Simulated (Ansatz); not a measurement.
RuPtN2:
Space group R-3m, hexagonal axes (No. 166); a = 2.848 Å, b = 2.848 Å, c = 19.249 Å, α = 90.00°, β = 90.00°, γ = 120.00°

```tsv
atom	site	symmetry	x	y	z
Ru	3b	-3m	0.0000	0.0000	0.5000
Pt	3a	-3m	0.0000	0.0000	0.0000
N	6c	3m	0.0000	0.0000	0.1023
```
(The calculation used a cell of 4 atoms; values per cell refer to that cell.)

Relaxed with PBE.

Q: Which orbitals make up the states near the Fermi level in the program Ansatz at the PBE level (PAW)?

A: Within 0.5 eV of the Fermi level: Ru 4d 42 %, N 2p 34 %, Pt 5d 18 %. Projections are on Löwdin-orthogonalised atomic valence shells; empty p or d shells of many metals are not among them.

Q: Tabulate the density of states.

A: States/eV per cell of 4 atoms, in 0.25 eV bins, energy from the Fermi level.

| E (eV) | total | N 2p | Pt 5d | Ru 4d |
|---|---|---|---|---|
| -7.85 | 1.86 | 0.91 | 0.26 | 0.51 |
| -7.60 | 2.48 | 1.23 | 0.39 | 0.66 |
| -7.35 | 2.28 | 1.14 | 0.44 | 0.56 |
| -7.10 | 2.13 | 1.07 | 0.42 | 0.52 |
| -6.85 | 3.16 | 1.49 | 0.61 | 0.81 |
| -6.60 | 2.66 | 1.22 | 0.46 | 0.78 |
| -6.35 | 2.36 | 1.09 | 0.47 | 0.64 |
| -6.10 | 2.02 | 0.83 | 0.47 | 0.50 |
| -5.85 | 2.45 | 0.90 | 0.66 | 0.53 |
| -5.60 | 2.84 | 0.94 | 1.00 | 0.72 |
| -5.35 | 5.63 | 2.01 | 1.72 | 1.57 |
| -5.10 | 4.85 | 1.99 | 1.36 | 1.17 |
| -4.85 | 3.07 | 1.30 | 0.92 | 0.65 |
| -4.60 | 2.33 | 0.93 | 0.77 | 0.49 |
| -4.35 | 3.02 | 0.99 | 1.16 | 0.70 |
| -4.10 | 3.03 | 0.84 | 1.44 | 0.61 |
| -3.85 | 2.95 | 0.84 | 1.53 | 0.48 |
| -3.60 | 3.02 | 0.90 | 1.52 | 0.47 |
| -3.35 | 2.91 | 0.84 | 1.42 | 0.46 |
| -3.10 | 2.29 | 0.48 | 1.24 | 0.40 |
| -2.85 | 3.10 | 0.66 | 1.66 | 0.59 |
| -2.60 | 3.90 | 0.79 | 1.80 | 1.11 |
| -2.35 | 3.10 | 0.41 | 1.61 | 0.95 |
| -2.10 | 4.28 | 0.62 | 2.13 | 1.37 |
| -1.85 | 5.39 | 1.25 | 2.34 | 1.60 |
| -1.60 | 4.16 | 1.32 | 1.62 | 1.02 |
| -1.35 | 2.72 | 0.71 | 0.91 | 0.96 |
| -1.10 | 2.03 | 0.45 | 0.82 | 0.63 |
| -0.85 | 1.66 | 0.35 | 0.73 | 0.46 |
| -0.60 | 1.41 | 0.31 | 0.66 | 0.34 |
| -0.35 | 1.64 | 0.43 | 0.60 | 0.48 |
| -0.10 | 3.47 | 1.01 | 0.45 | 1.79 |
| 0.15 | 3.34 | 1.28 | 0.46 | 1.42 |
| 0.40 | 3.04 | 1.15 | 0.47 | 1.22 |
| 0.65 | 3.87 | 1.22 | 0.61 | 1.75 |
| 0.90 | 2.43 | 0.89 | 0.36 | 1.02 |
| 1.15 | 0.63 | 0.13 | 0.24 | 0.14 |
| 1.40 | 0.57 | 0.10 | 0.28 | 0.06 |
| 1.65 | 1.61 | 0.35 | 0.73 | 0.20 |
| 1.90 | 0.19 | 0.04 | 0.10 | 0.01 |
| 2.15 | 0.00 | 0.00 | 0.00 | 0.00 |
| 2.40 | 0.30 | 0.06 | 0.03 | 0.13 |
| 2.65 | 0.88 | 0.21 | 0.06 | 0.35 |
| 2.90 | 1.85 | 0.56 | 0.11 | 0.69 |
| 3.15 | 2.15 | 0.78 | 0.11 | 0.82 |
| 3.40 | 3.08 | 1.34 | 0.13 | 1.21 |
| 3.65 | 2.44 | 1.11 | 0.11 | 0.94 |
| 3.90 | 2.92 | 1.33 | 0.13 | 1.14 |
| 4.15 | 2.32 | 0.92 | 0.08 | 0.94 |
| 4.40 | 0.16 | 0.06 | 0.01 | 0.06 |
| 4.65 | 0.46 | 0.13 | 0.02 | 0.15 |

The start of the workflow was typed in or built on a structure type; neither database checked (COD, Materials Project) lists it. Whether it is the stable phase at ambient conditions was not checked. The cell was relaxed with PBE under the symmetry of its start; whether a distortion lowers the energy is not shown. The workflow began spin-polarised and lost its moments. Its formation energy is positive at this level, so the cell may be metastable or incomplete. Spin–orbit coupling is left out wherever it is not named.

Potentials: the later of the program's two PAW sets.
